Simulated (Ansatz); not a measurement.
The start is a randomly generated symmetric cell of WC (space group No. 164). A full variable-cell relaxation at zero pressure is run with PBE (plane waves to 420 eV, PAW, scalar-relativistic; Ansatz, a quantum-chemistry and plane-wave program). The first steps use a coarse 7×7×5 k-mesh.

Input geometry:
```
WC
1.0
    3.72975     0.00000     0.00000
   -1.86488     3.23006     0.00000
    0.00000     0.00000     4.64111
C W
2 2
Direct
  0.00000   0.00000   0.50000
  0.00000   0.00000   0.00000
  0.33333   0.66667   0.83752
  0.66667   0.33333   0.16248
```

Question: What pressure does the first self-consistent step give?

Answer: -26 GPa (negative: the cell is under tension).

Question: What is the largest force in the starting geometry, and on which atom (counted from 1)?

Answer: About 2.5 eV/Å, on W3, W4 (atoms numbered as listed).

Question: Does the structure survive the relaxation? Give the final space group.

Answer: The space group goes from P-3m1 (No. 164) to P6₃/mmc (No. 194); the end is NiAs type, with 4 atoms in the primitive cell.

Question: How does the volume per atom move from start to end?

Answer: -26.0 %, from 13.98 to 10.34 Å³/atom.

Question: How do the shortest distances between atoms change?

Answer: The closest pairs of elements (up to four, under 3.6 Å), start → end: C–W 2.28 → 2.19 Å; C–C 2.32 → 2.76 Å; W–W 2.63 → 2.94 Å.

Question: Write out the relaxed structure.

Answer: 
```cif
data_C2W2
_chemical_formula_sum 'C2 W2'
_space_group_name_H-M_alt 'P63/mmc'
_space_group_IT_number 194
_space_group_name_Hall '-P 6c 2c'
_cell_length_a 2.94372
_cell_length_b 2.94372
_cell_length_c 5.51128
_cell_angle_alpha 90.000
_cell_angle_beta 90.000
_cell_angle_gamma 120.000
loop_
_atom_site_label
_atom_site_type_symbol
_atom_site_symmetry_multiplicity
_atom_site_Wyckoff_symbol
_atom_site_fract_x
_atom_site_fract_y
_atom_site_fract_z
_atom_site_occupancy
C1 C 2 a 0.00000 0.00000 0.00000 1
W1 W 2 d 0.66667 0.33333 0.25000 1
```

Final values are on a 18×18×9 k-mesh of the relaxed cell. No spin polarisation in the result.

The run could not lose the symmetry of its start, so the end can be a saddle point.

The relaxed structure here is a generated cell of WC: the first start was made by a random draw of sites in a space group, and the end was not matched to a known phase here, so it may be hypothetical. Known forms of WC include space group No. 187.
